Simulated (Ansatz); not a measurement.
K2Pt:
```xyz
3
Lattice="0.0000 3.7739 3.7739 3.7739 0.0000 3.7739 3.7739 3.7739 0.0000" Properties=species:S:1:pos:R:3 pbc="T T T"
K      5.6608     5.6608     5.6608
K      1.8869     1.8869     1.8869
Pt     0.0000     0.0000     0.0000
```

DFT-r²SCAN in the program Ansatz with PAW potentials gives a gap of 1.57 eV without spin–orbit coupling, maximum at X, minimum at L.

Question: What happens when spin–orbit coupling is switched on?

Answer: The gap falls by 0.44 eV, to 1.13 eV; maximum at X, minimum at L.

Question: Give the electron effective mass with spin–orbit coupling.

Answer: 0.38, 0.58, 0.58 mₑ (principal values).

Question: Give the hole effective mass with spin–orbit coupling.

Answer: 4.0, 4.0, 10.0 mₑ (principal values).

Space group Fm-3m (fluorite or antifluorite type). The workflow started from a Materials Project entry (that database holds measured and hypothetical structures alike); the Crystallography Open Database copy checked does not list it. Its standing as an ambient phase is unchecked. The cell was relaxed with r²SCAN under the symmetry of its start; whether a distortion lowers the energy is not shown. The run is not spin-polarised.

Potentials: the later of the program's two PAW sets.
